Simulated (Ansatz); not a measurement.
Sn:
```
CELL_PARAMETERS angstrom
      3.27335     0.00000     0.00000
     -1.63668     2.83481     0.00000
      0.00000     0.00000     3.05571
ATOMIC_POSITIONS crystal
  Sn 0.00000 0.00000 0.00000
```

Relaxed with PBE. Special points in fractions of this cell's reciprocal vectors: Γ (0.000, 0.000, 0.000); M (0.500, 0.000, 0.000); K (0.333, 0.333, 0.000); A (0.000, 0.000, 0.500); L (0.500, 0.000, 0.500); H (0.333, 0.333, 0.500).

Q: List the band energies nearest the Fermi level at these points for plane-wave PAW PBE (Ansatz code).

A: In eV from the Fermi level; about four levels below and three above (degenerate sets whole), none deeper than 8.9 eV; … stands for higher levels left out; points with the same levels are listed once.

| k | below | above |
|---|---|---|
| Γ | – | 5.39 6.72 6.72 |
| M | -6.93 -4.41 | 3.24 6.83 … |
| K | -6.13 -2.65 -2.65 | 9.50 … |
| A | -7.76 -4.65 | 9.46 9.46 … |
| L | -3.56 -1.98 -1.56 | 3.13 … |
| H | -2.64 -0.92 -0.16 -0.16 | … |

Space group P6/mmm (simple hexagonal). The start of the workflow was typed in or built on a structure type; neither database checked (COD, Materials Project) lists it. It is not the phase usual at ambient conditions (space group No. 141). The cell was relaxed with PBE under the symmetry of its start; its stability against distortions is not shown here. Spin–orbit coupling is left out wherever it is not named.

Potentials: the later of the program's two PAW sets.
